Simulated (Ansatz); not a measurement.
SiGe (NiAs type, P6_3/mmc) under volume change, the program Ansatz at the PBEsol level (PAW), shape and atoms relaxed at each volume.

| V (Å³/atom) | E − E(relaxed) (meV/atom) | P (GPa) |
|---|---|---|
| 15.962 | 42.6 | 9.21 |
| 16.488 | 18.1 | 5.64 |
| 17.014 | 4.3 | 2.69 |
| 17.540 | 0.0 | 0.00 |
| 18.066 | 3.8 | -2.22 |
| 18.593 | 14.4 | -4.21 |
| 19.119 | 31.1 | -5.82 |

**Question.** What does a third-order Birch–Murnaghan fit give for V₀, B₀ and B′?

**Answer.** V₀ = 17.54 Å³/atom, B₀ = 80.7 GPa, B′ = 4.0.

The cell is a constructed one: a structure type filled with these elements; neither database checked (COD, Materials Project) lists it. Whether it is the stable phase at ambient conditions was not checked. The cell was relaxed with PBEsol under the symmetry of its start; whether a distortion lowers the energy is not shown.

Potentials: the earlier of the program's two PAW sets. The files were generated under PBE; for other functionals the program regenerates the frozen cores, and for LDA and PBEsol the local potential too.
